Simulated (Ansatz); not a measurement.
Hg:
```yaml
crystal:
  lattice:
    - [0.00000, 2.72175, 5.63331]
    - [1.48203, 0.00000, 5.63331]
    - [1.48203, 2.72175, 0.00000]
  atoms:
    - { symbol: Hg, position: [0.87137, 0.87137, 0.12863] }
    - { symbol: Hg, position: [0.12863, 0.12863, 0.87137] }
```

Relaxed with LDA. Special points in fractions of this cell's reciprocal vectors: Γ (0.000, 0.000, 0.000); Y (0.500, 0.000, 0.500); T (1.000, 0.500, 0.500); Z (0.500, 0.500, 0.000); Σ0 (0.000, 0.341, 0.341); U0 (1.000, 0.659, 0.659); C0 (0.500, 0.193, 0.693); A0 (0.500, 0.807, 0.307); L (0.500, 0.500, 0.500).

List the band energies nearest the Fermi level at these points for the program Ansatz at the LDA level (PAW).

In eV from the Fermi level; about four levels below and three above (degenerate sets whole), none deeper than 8.9 eV; … stands for higher levels left out; points with the same levels are listed once.

| k | below | above |
|---|---|---|
| Γ | -6.15 -5.98 -2.53 -2.37 | 10.99 12.12 14.34 |
| Y | -5.70 -5.48 -2.25 -2.21 | 1.60 1.86 2.00 |
| T | -1.72 -1.57 -0.57 -0.24 | 9.10 9.17 … |
| Z | -6.69 -6.39 -6.22 -5.75 | 4.38 4.82 13.35 |
| Σ0 | -6.67 -5.81 -0.81 -0.50 | 2.04 2.50 2.71 |
| C0 | -6.50 -6.36 -5.70 -1.02 | 0.53 1.35 2.28 |
| L | -5.67 -5.59 -1.65 -1.28 | 0.42 1.55 5.70 |

Space group Fmmm. The first step of the workflow began from a Materials Project structure, measured or hypothetical; the Crystallography Open Database copy checked does not list it. It is not the usual solid phase (space group No. 166). The LDA relaxation kept the symmetry of its start; whether a distortion lowers the energy is not shown. The substance is a gas or liquid at ambient conditions. Scalar-relativistic: spin–orbit coupling is off unless named, which matters more the heavier the elements.

Potentials: the later of the program's two PAW sets.
